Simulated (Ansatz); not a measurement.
Li₈CeO₆: Coordination and 7Li quadrupole coupling

Cell: a Materials Project structure (computed, not necessarily an observed phase), taken as it stands.

Space group R-3:H (No. 148); a = 5.5673, c = 16.0345 Å, γ = 120.00°.

| site | Wyckoff | site symmetry | x | y | z |
| --- | --- | --- | --- | --- | --- |
| Li1 | 6c | 3. | 0.0000 | 0.0000 | 0.3549 |
| Li2 | 18f | 1 | 0.9613 | 0.3152 | 0.5425 |
| Ce | 3a | -3. | 0.0000 | 0.0000 | 0.0000 |
| O | 18f | 1 | 0.6611 | 0.9792 | 0.5808 |

One atom of each set is listed; the run and its k-mesh use a cell of 15 atoms with edges of 6.24, 6.24, 6.24 Å.

The numbers come from a DFT calculation in Ansatz (PBE, plane waves and PAW, scalar-relativistic, 420 eV cutoff, Γ-centred 5×5×5 k-points, Fermi–Dirac smearing 0.02 eV).

Q(7Li) = -40.10 mb.

Q: Rank these Li sites by |C_Q|, smallest first.
A. Li2: 4 O at 1.88–2.02 Å
B. Li1: 3 O at 2.10 Å; also 3 O at 2.61 Å

A: B (0.064 MHz, η = 0.00), A (0.114 MHz, η = 0.59).

An axis of threefold or higher order runs through Li1, so V_zz lies along it and η is zero. At Li2 V_zz points along its shortest bond, to O (within 9°). Like point charges on the first shell alone (each adding as 1/d³) would give the same order.

With these PAW files V_zz is typically within 2 to 3 % of all-electron values, but misses above 10 % occur on Li.
